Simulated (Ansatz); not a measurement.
BiPbClO$_{2}$:
```yaml
crystal:
  lattice:
    - [2.81585, -6.19177, 0.00000]
    - [2.81585, 6.19177, 0.00000]
    - [0.00000, 0.00000, 5.57719]
  atoms:
    - { symbol: Bi, position: [0.91085, 0.08915, 0.25000] }
    - { symbol: Bi, position: [0.08915, 0.91085, 0.75000] }
    - { symbol: Pb, position: [0.60723, 0.39277, 0.25000] }
    - { symbol: Pb, position: [0.39277, 0.60723, 0.75000] }
    - { symbol: Cl, position: [0.25456, 0.74544, 0.25000] }
    - { symbol: Cl, position: [0.74544, 0.25456, 0.75000] }
    - { symbol: O, position: [0.23693, 0.23693, 0.00000] }
    - { symbol: O, position: [0.76307, 0.76307, 0.00000] }
    - { symbol: O, position: [0.76307, 0.76307, 0.50000] }
    - { symbol: O, position: [0.23693, 0.23693, 0.50000] }
```

Relaxed with r²SCAN+D4.

Question: Give the Bader charges and basin volumes of the independent atoms, r²SCAN+D4 (plane waves, PAW; program Ansatz).

Answer: 

```json
[
 {"atom": "Bi1", "Bader charge (e)": "+1.88", "Bader volume (Å³)": "20.2"},
 {"atom": "Pb3", "Bader charge (e)": "+1.38", "Bader volume (Å³)": "21.7"},
 {"atom": "Cl5", "Bader charge (e)": "-0.78", "Bader volume (Å³)": "28.8"},
 {"atom": "O7", "Bader charge (e)": "-1.24", "Bader volume (Å³)": "13.3"}
]
```

Space group Cmcm. The first step of the workflow began from a Materials Project structure, measured or hypothetical; the Crystallography Open Database files this formula in space group No. 63, but the cells were not matched. Whether it is the stable phase at ambient conditions was not checked. The r²SCAN+D4 relaxation kept the symmetry of its start; its stability against distortions is not shown here. Spin–orbit coupling is left out wherever it is not named.

Potentials: the later of the program's two PAW sets.
